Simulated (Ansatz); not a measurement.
CaO:
Space group Fm-3m (No. 225); a = b = c = 4.831 Å, α = β = γ = 90.00°

```
atom  site  symmetry       x       y       z
----  ----  --------  ------  ------  ------
Ca      4a      m-3m  0.0000  0.0000  0.0000
O       4b      m-3m  0.5000  0.5000  0.5000
```
(The calculation used a cell of 2 atoms; values per cell refer to that cell.)

Relaxed with PBE. 

HSE06 on this cell (Ansatz, a program for electronic structure, PAW) gives a gap of 5.31 eV. What does PBE give?

3.66 eV.

Cost on shared cores: the PBE run (SCF on a 10×10×10 mesh, then bands and DOS) about 5 core-seconds (a rough figure), the HSE06 run (SCF on 7×7×7, then a few points) around 70 core-seconds (rough); the tasks are unlike.

The PBE relaxation kept the symmetry of its start; phonons on a q-mesh show no instability.

Potentials: the later of the program's two PAW sets.

Ansatz is a plane-wave DFT program.
